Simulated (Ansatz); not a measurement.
Relaxed candidate structures of HfO2:

A. I4/mcm (No. 140), tI12; a = 5.260 Å, b = 5.260 Å, c = 5.770 Å, α = 90.00°, β = 90.00°, γ = 90.00°; O 8h (0.187, 0.313, 0.000); Hf 4b (0.000, 0.500, 0.250)

B. P-3 (No. 147), hP9; a = b = 5.543 Å, c = 3.446 Å, α = β = 90.00°, γ = 120.00°; Hf 1a (0.000, 0.000, 0.000); Hf 2d (0.667, 0.333, 0.266); O 6g (0.302, 0.378, 0.248)

C. P2₁/c (No. 14), mP12, AFLOW prototype A2B_mP12_14_2e_e (C43, as in ZrO2); a = 5.1141 Å, b = 5.1816 Å, c = 5.2953 Å, α = 90.00°, β = 99.47°, γ = 90.00°; Hf 4e (0.276, 0.042, 0.208); O 4e (0.070, 0.334, 0.344); O 4e (0.552, 0.258, 0.021)

Task: Rank these by energy per atom (lowest first), as r2SCAN (plane waves to 500 eV, PAW, scalar-relativistic; Ansatz, an electronic-structure program) gives it.

Result: C (reference, the lowest among the structures calculated here), B (+214 meV/atom), A (+626 meV/atom)

Task: Give each candidate's band gap.

Result: No candidate is metallic. A: 2.76 eV (no spin-orbit coupling); B: 2.83 eV (no spin-orbit coupling); C: 4.59 eV (no spin-orbit coupling).

 1 generated cell of layers, chains or molecules, poorly bound without dispersion, is left out. Each run could gain symmetry but not lose that of its start, so entries can be saddle points. From databases, or of a type measured for this composition: P2₁/c, mP12, AFLOW prototype A2B_mP12_14_2e_e (C43, as in ZrO2); the others are generated cells (placed on structure types, drawn at random, substituted or restacked) that were not matched to a known phase here. Energies are at zero temperature and pressure, without zero-point motion. No spin polarisation in the result. Gaps of cells over 8 atoms come from the SCF mesh and high-symmetry points alone.
